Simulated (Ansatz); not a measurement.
Relaxed-ion elastic tensor of MgO (rock salt, Fm-3m) in GPa (Voigt order), PBEsol (plane waves, PAW; program Ansatz); density 3.58 g/cm³, 9.35 Å³ per atom.

```
 293  89.8  89.8   0.0   0.0   0.0
89.8   293  89.8   0.0   0.0   0.0
89.8  89.8   293   0.0   0.0   0.0
 0.0   0.0   0.0   145   0.0   0.0
 0.0   0.0   0.0   0.0   145   0.0
 0.0   0.0   0.0   0.0   0.0   145
```

**Question.** Is the crystal mechanically stable?

**Answer.** Yes: the smallest eigenvalue of C is 145 GPa.

**Question.** Work out the Voigt, Reuss and Hill averages.

**Answer.** K_V = 158, K_R = 158, K_H = 158; G_V = 127, G_R = 124, G_H = 126 GPa.

**Question.** Give Young's modulus, Poisson's ratio, Pugh's ratio and the universal anisotropy index.

**Answer.** E = 9KG/(3K + G) = 298 GPa; ν = 0.19; K/G = 1.26 (brittle by the Pugh limit of 1.75); A_U = 5G_V/G_R + K_V/K_R − 6 = 0.15.

**Question.** Estimate the sound speeds and the Debye temperature.

**Answer.** v_l = √((K + 4G/3)/ρ) = 9530 m/s, v_t = √(G/ρ) = 5920 m/s, mean 6530 m/s; Θ = (h/k)(3n/4πV)^(1/3) v_m = 923 K.

**Question.** Give the Zener ratio and Young's modulus along [100], [110] and [111].

**Answer.** A = 2C44/(C11 − C12) = 1.42; 1/E = S11 − 2(S11 − S12 − S44/2)Γ with Γ = 0, 1/4, 1/3 gives 251, 307, 332 GPa.

**Question.** Solve the Christoffel equation for the three sound speeds along [100], [110], [111].

**Answer.** Eigenvalues of C_ijkl n_j n_l equal ρv². In km/s, slowest first: [100] 6.36, 6.36, 9.05; [110] 5.33, 6.36, 9.69; [111] 5.69, 5.69, 9.90.

The PBEsol relaxation kept the symmetry of its start.

Potentials: the later of the program's two PAW sets.
